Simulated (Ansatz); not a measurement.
TiB2 (AlB2 type, space group P6/mmm)

```xyz
3
Lattice="3.0247 0.0000 0.0000 -1.5123 2.6195 0.0000 0.0000 0.0000 3.2226" Properties=species:S:1:pos:R:3 pbc="T T T"
Ti     0.0000     0.0000     0.0000
B      0.0000     1.7463     1.6113
B      1.5123     0.8732     1.6113
```

A phonon eigenvector at Γ is frozen into this cell: atom i moves by Q times the vector below, so Q is the largest atomic displacement, in Å. The cell is held. It is one choice among 3 degenerate patterns.

| atom | x | y | z |
|---|---|---|---|
| Ti1 | 0.000 | 0.000 | 0.452 |
| B2 | 0.000 | 0.000 | -1.000 |
| B3 | 0.000 | 0.000 | -1.000 |

Method: r2SCAN (plane waves to 500 eV, PAW, scalar-relativistic; Ansatz, an electronic-structure program). k mesh 18×18×14 (Γ-centred), Fermi-Dirac smearing 0.05 eV. Energies are smeared free energies. With partly filled bands, energies and forces of such displacements shift with the k mesh and the smearing. TiB2 is run without spin polarisation. TiB2 was relaxed with its symmetry unable to fall. The zero of ΔE is the undisplaced structure. The last digit holds for this mesh only.

```tsv
Q (Å)	ΔE (meV/cell)
-0.180	523.4
-0.150	360.4
-0.120	228.8
-0.090	127.8
-0.060	withheld
-0.030	14.1
0.000	0.0
0.030	14.1
0.060	withheld
0.090	127.8
0.120	228.8
0.150	360.4
0.180	523.4
```

Q: Fit an even polynomial form (powers 2, 4) to the given rows and predict ΔE at Q = -0.060.

A: Least squares on the 11 given rows: ΔE = (15680)·Q² + (14770)·Q⁴, in meV/cell with Q in Å; root-mean-square residual 0.11 meV/cell. At -0.060 the fit gives 56.6 meV/cell; the calculation gives 56.5 meV/cell, so the interpolation is off by 0.1 (+0.2 %). The quadratic term alone would give 56.4 meV/cell.

(A displaced cell: forces are minus the slopes of the energy, force constants its curvatures, and phonons follow from these.)
